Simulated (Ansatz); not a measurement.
# WC: field gradients against cell size

Reference cell: a COD entry, whose atoms a relaxation with PBE at fixed cell left in place.

```
W C
1.0
     2.89820    0.00000    0.00000
    -1.44910    2.50991    0.00000
     0.00000    0.00000    2.83140
W C
1 1
Direct
  0.00000 0.00000 0.00000
  0.66667 0.33333 0.50000
```

Atom numbers follow the list; atoms alike are taken as one site, whose name carries the number of the first.

Method: Kohn–Sham DFT in Ansatz, PBE, plane waves and PAW, scalar-relativistic, collinear spin, 420 eV cutoff, Γ-centred 18×18×16 k-points, Fermi–Dirac smearing 0.05 eV. Start moments as typed (μB): 2 on each W, none on the rest.

The cell is scaled uniformly, and the ions relax again at each size.

```
V/V₀     W V_zz (η)    C V_zz (η)
0.94  -16.28 (0.00)  0.099 (0.00)
0.96  -15.32 (0.00)  0.087 (0.00)
0.98              ?             ?
1.00  -13.57 (0.00)  0.065 (0.00)
1.02  -12.78 (0.00)  0.053 (0.00)
1.04  -12.04 (0.00)  0.045 (0.00)
1.06  -11.36 (0.00)  0.039 (0.00)
```

Question: Fill in the row for V/V₀ = 0.98 (V_zz in 10²¹ V/m²).

Answer: W: -14.42 (0.00), C: 0.078 (0.00). Worked for W: a power law through the other 6 rows, |V_zz| = 13.55 × (V/V₀)^-3.00, gives 14.39 at V/V₀ = 0.98, against 14.42 from the run (-0.2 %). Logarithmic slopes d ln|V_zz|/d ln V over the series, for the sites that change steadily: W -3.0. Point charges on a uniformly scaled lattice would give −1; charge that moves in the bonds makes the difference.

At this cell the PBE pressure is 9 GPa, so with PBE the cell would grow if it were relaxed. The run finds no gap above 0.1 eV (a metal, or nearly one), so the gradients can move by 10 % or more with the k-mesh. Without spin–orbit coupling the gradients at and beside W can be off by some per cent, at some sites by more. The start moments die out, and the run ends without spin.
